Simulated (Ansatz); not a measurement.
# Eigenvalues along a path: SnAs

```
CELL_PARAMETERS angstrom
0.00000 2.35708 2.35708
2.35708 0.00000 2.35708
2.35708 2.35708 0.00000
ATOMIC_POSITIONS crystal
Sn 0.50000 0.50000 0.50000
As 0.00000 0.00000 0.00000
```

The base volume is that of a database entry, so it needn't be at zero pressure; the structure needn't be the stable phase, at rest or compressed.

Level of theory: DFT with LDA, scalar-relativistic, in Ansatz 0.2.0; a Γ-centred 11×11×11 k mesh, Fermi–Dirac smearing of 0.05 eV, no spin polarisation. LAPW: all electrons, basis error target 1 meV/atom.

This run: volume at 0.55 of the series' base cell.

Spin–orbit coupling is left out, which matters for the heavy atoms.

Path points, in fractions of the reciprocal vectors: Γ (0.000, 0.000, 0.000), X (0.500, 0.000, 0.500), U (0.625, 0.250, 0.625), K (0.375, 0.375, 0.750), L (0.500, 0.500, 0.500), W (0.500, 0.250, 0.750). The distance column jumps between branches of the path. Levels in eV from the Fermi level; bands 19 to 31, counted from the lowest band of the run. The gap is zero, the pressure 154.7 GPa.

```
# k(1/Å) point b19 b20 b21 b22 b23 b24 b25 b26 b27 b28 b29 b30 b31
0.000 Γ -23.43 -23.43 -23.41 -23.41 -23.41 -20.10 -2.66 -2.66 -2.66 2.62 5.49 5.49 5.49
0.222 - -23.46 -23.42 -23.41 -23.39 -23.39 -19.90 -3.29 -3.07 -3.07 3.68 3.92 5.10 5.73
0.444 - -23.57 -23.44 -23.40 -23.35 -23.35 -19.30 -4.42 -4.04 -4.04 1.39 2.57 6.15 6.48
0.666 - -23.72 -23.47 -23.38 -23.29 -23.29 -18.26 -5.60 -5.13 -5.13 -1.97 1.55 7.69 7.69
0.889 - -23.88 -23.51 -23.35 -23.22 -23.22 -16.78 -7.26 -6.07 -6.07 -4.31 0.84 9.29 9.29
1.111 - -24.00 -23.53 -23.33 -23.17 -23.17 -14.93 -9.69 -6.68 -6.68 -5.22 0.41 11.03 11.03
1.333 X -24.04 -23.54 -23.32 -23.15 -23.15 -13.37 -11.53 -6.90 -6.90 -5.44 0.27 12.02 12.02
1.411 - -24.04 -23.54 -23.33 -23.15 -23.15 -13.36 -11.50 -7.32 -6.86 -5.06 0.38 11.79 11.94
1.490 - -24.03 -23.53 -23.34 -23.16 -23.15 -13.33 -11.42 -8.10 -6.76 -4.42 0.69 11.19 11.72
1.568 - -24.01 -23.52 -23.36 -23.18 -23.16 -13.29 -11.28 -8.93 -6.59 -3.80 1.21 10.41 11.38
1.647 - -23.98 -23.50 -23.39 -23.20 -23.17 -13.24 -11.09 -9.74 -6.35 -3.28 1.94 9.56 10.90
1.726 - -23.94 -23.48 -23.42 -23.22 -23.17 -13.23 -10.85 -10.45 -6.06 -2.84 2.83 8.67 10.13
1.804 U -23.90 -23.45 -23.45 -23.24 -23.19 -13.33 -11.00 -10.55 -5.70 -2.45 3.84 7.78 9.37
2.620 K -23.90 -23.45 -23.45 -23.24 -23.19 -13.33 -11.00 -10.55 -5.70 -2.45 3.84 7.78 9.37
2.856 - -23.78 -23.54 -23.38 -23.32 -23.23 -14.72 -11.09 -9.41 -4.31 -1.37 5.20 6.60 7.27
3.091 - -23.65 -23.58 -23.38 -23.32 -23.27 -16.56 -9.95 -7.92 -2.61 -0.11 3.01 5.55 6.48
3.327 - -23.57 -23.55 -23.41 -23.32 -23.30 -18.10 -8.25 -6.21 -1.25 1.45 1.90 4.32 5.67
3.563 - -23.51 -23.48 -23.42 -23.37 -23.34 -19.21 -6.17 -4.49 -1.63 3.19 3.31 3.73 5.08
3.798 - -23.45 -23.44 -23.41 -23.40 -23.39 -19.88 -3.94 -3.15 -2.38 3.48 4.09 5.49 5.62
4.034 Γ -23.43 -23.43 -23.41 -23.41 -23.41 -20.10 -2.66 -2.66 -2.66 2.62 5.49 5.49 5.49
4.226 - -23.44 -23.44 -23.41 -23.40 -23.40 -19.95 -3.73 -2.64 -2.64 3.15 4.48 5.53 5.53
4.419 - -23.48 -23.48 -23.42 -23.36 -23.36 -19.51 -5.87 -2.56 -2.56 2.54 4.63 4.63 5.64
4.611 - -23.53 -23.53 -23.43 -23.32 -23.32 -18.79 -8.20 -2.40 -2.40 1.67 3.17 3.17 5.89
4.803 - -23.58 -23.58 -23.45 -23.28 -23.28 -17.79 -10.42 -2.12 -2.12 1.00 1.86 1.86 5.45
4.996 - -23.62 -23.62 -23.47 -23.24 -23.24 -16.59 -12.37 -1.78 -1.78 0.58 0.86 0.86 5.17
5.188 L -23.63 -23.63 -23.47 -23.23 -23.23 -15.78 -13.44 -1.57 -1.57 0.43 0.43 0.44 5.08
5.345 - -23.65 -23.62 -23.46 -23.24 -23.23 -15.65 -13.35 -2.87 -2.35 0.55 0.62 1.85 5.88
5.502 - -23.69 -23.59 -23.44 -23.27 -23.22 -15.29 -13.08 -4.69 -3.91 0.87 0.92 4.00 7.75
5.659 - -23.75 -23.56 -23.40 -23.31 -23.21 -14.73 -12.62 -6.41 -5.60 1.27 1.41 6.05 7.84
5.816 - -23.81 -23.52 -23.38 -23.34 -23.19 -14.02 -11.96 -7.95 -7.21 1.69 2.11 6.60 6.71
5.974 - -23.86 -23.50 -23.37 -23.36 -23.16 -13.29 -11.10 -9.16 -8.67 2.09 2.90 5.70 5.89
6.131 W -23.87 -23.49 -23.37 -23.37 -23.15 -12.92 -10.27 -9.70 -9.70 2.28 3.37 5.33 5.33
6.242 - -23.89 -23.47 -23.41 -23.32 -23.15 -12.96 -10.22 -10.13 -9.13 1.03 4.05 4.68 6.71
6.353 - -23.93 -23.46 -23.44 -23.26 -23.15 -13.07 -10.67 -9.72 -8.53 -0.56 2.89 6.44 8.16
6.464 - -23.97 -23.49 -23.39 -23.22 -23.15 -13.19 -11.04 -9.11 -7.94 -2.08 1.86 8.23 9.67
6.575 - -24.01 -23.52 -23.36 -23.18 -23.15 -13.29 -11.31 -8.34 -7.41 -3.49 1.03 9.94 11.21
6.686 - -24.04 -23.53 -23.33 -23.16 -23.15 -13.35 -11.47 -7.48 -7.04 -4.74 0.47 11.37 12.09
6.797 X -24.04 -23.54 -23.32 -23.15 -23.15 -13.37 -11.53 -6.90 -6.90 -5.44 0.27 12.02 12.02
```
